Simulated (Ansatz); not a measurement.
KBr:
```
CELL_PARAMETERS angstrom
      0.00000     3.35276     3.35276
      3.35276     0.00000     3.35276
      3.35276     3.35276     0.00000
ATOMIC_POSITIONS crystal
  K  0.00000 0.00000 0.00000
  Br 0.50000 0.50000 0.50000
```

This is the PBE-relaxed structure.

**Question.** All from PBE (plane waves, PAW; program Ansatz), unless another level is named. Estimate the formation energy from the elements (no fitted shifts).

**Answer.** -1.77 eV/atom.

**Question.** Next, the band gap?

**Answer.** 4.31 eV (direct).

**Question.** And the valence-band maximum?

**Answer.** at Γ.

Space group Fm-3m (rock salt). The PBE relaxation kept the symmetry of its start. The references are the lowest solids computed at this level, not always the standard phases. Spin–orbit coupling is left out wherever it is not named.

Potentials: the later of the program's two PAW sets.
